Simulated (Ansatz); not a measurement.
A structure of PbSe relaxed with PBEsol (plane waves to 420 eV, PAW, scalar-relativistic; Ansatz, a program for electronic structure); single points at other levels follow on the same geometry (Ansatz, PAW; HSE06 at 420 eV on a 6×6×6 k-mesh; no spin-orbit coupling). Space group Fm-3m (No. 225).

```yaml
crystal:
  lattice:
    - [0.00000, 3.05080, 3.05080]
    - [3.05080, 0.00000, 3.05080]
    - [3.05080, 3.05080, 0.00000]
  atoms:
    - { symbol: Pb, position: [0.50000, 0.50000, 0.50000] }
    - { symbol: Se, position: [0.00000, 0.00000, 0.00000] }
```

```csv
level,gap (eV),kind,conduction minimum
PBEsol,0.17,direct,L
HSE06,…,–,…
```

Some entries are withheld; supply them.


- HSE06, gap (eV): 0.65
- HSE06, conduction minimum: L

HSE06 gaps come from a coarse mesh plus a few chosen points, so they may be too large. No spin polarisation in the result.

The run could not lose the symmetry of its start.

All atoms sit on sites fixed by symmetry, so only the cell could relax.
